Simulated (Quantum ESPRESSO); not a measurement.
**Kohn-Sham bands of VN (P-6m2)**

```xyz
2
Lattice="2.7339 0.0000 0.0000 -1.3670 2.3676 0.0000 0.0000 0.0000 2.6414" Properties=species:S:1:pos:R:3 pbc="T T T"
V     -1.3670     0.7892     0.0000
N      1.3670    -0.7892     1.3207
```

Cell from Materials Project (mp-1018027), symmetrised, no further relaxation. Not found in the COD (Crystallography Open Database) copy used, which has the formula in other groups; not checked further. Computed values, not measurements, from PBEsol: Quantum ESPRESSO (norm-conserving PseudoDojo potentials, cutoff 68 Ry, no spin polarisation, no spin-orbit coupling) on a Γ-centred 12×12×10 mesh, then Wannier90. Density: 18×18×12 mesh, cold smearing 0.01 Ry. A non-magnetic state is assumed, with no Hubbard U on the 3d ions.

Energies are relative to the Fermi level; weights are on the orthonormalised atomic waves of the pseudopotential files, averaged over the group. 18 electrons a cell are treated as valence.

```csv
bands,from (eV),to (eV),filling,weight on atomic waves
1,-64.38,-64.19,filled,…
2–4,-38.80,-37.92,filled,…
5,-17.19,-14.35,filled,…
6–13,-8.16,5.79,partly filled,…
```

Q: Which atomic shells make up each group?

A: 
- 1, weight on atomic waves: V 3s 96 %
- 2–4, weight on atomic waves: V 3p 98 %
- 5, weight on atomic waves: N 2s 73 %, V 3d 12 %, V 4s 11 %
- 6–13, weight on atomic waves: V 3d 60 %, N 2p 35 %

No gap over 0.05 eV opens at the Fermi level at this level of theory.
